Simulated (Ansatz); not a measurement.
One crystal and one scan (scan of one atom of the cell) at two levels, PBE-D3(BJ) (plane waves to 420 eV, PAW, scalar-relativistic; Ansatz, a first-principles code) and PBEsol-D3(BJ) (plane waves to 420 eV, PAW, scalar-relativistic; Ansatz), each from its own relaxed cell and on its own mesh. The cell shown is that of PBE-D3(BJ).

Starting cell, As (A7 type, space group R-3m):

```xyz
2
Lattice="1.8917 1.0922 3.3698 -1.8917 1.0922 3.3698 0.0000 -2.1844 3.3698" Properties=species:S:1:pos:R:3 pbc="T T T"
As     0.0000     0.0000     2.3280
As     0.0000     0.0000     7.7814
```

Scan: atom 2 (As, nearest neighbour As at 2.535 Å; its periodic images, 3.8 Å or more away, move with it) is displaced along Cartesian z, direction (0.000, 0.000, 1.000) in Cartesian axes, by s. The other atoms stay.

The energy includes the smearing's −TS. As was relaxed with its symmetry unable to fall. With partly filled bands, energies and forces of such displacements shift with the k mesh and the smearing. Both scans cover s from -0.250 to 0.250 Å.

ΔE (meV/cell), each from the undisplaced structure of its own level:

```csv
s (Å),PBE-D3(BJ),PBEsol-D3(BJ)
-0.250,168,withheld
-0.200,121,99
-0.150,76,64
-0.100,37,32
-0.050,10,9
0.000,0,0
0.050,9,9
0.100,40,38
0.150,94,90
0.200,170,164
0.250,269,260
```

Estimate the PBEsol-D3(BJ) value at -0.250 from the PBE-D3(BJ) value there and the ratio of the two levels in the two nearest given rows on that side of the minimum.

At -0.200 and -0.150 the ratio PBEsol-D3(BJ)/PBE-D3(BJ) averages 0.830, which gives 0.830 × 168 = 139 meV/cell. The calculation gives 130 meV/cell, -22.6 % against PBE-D3(BJ).

(For displaced atoms, the force is minus the slope of the energy, and its curvature is a force constant, which sets phonon frequencies.)
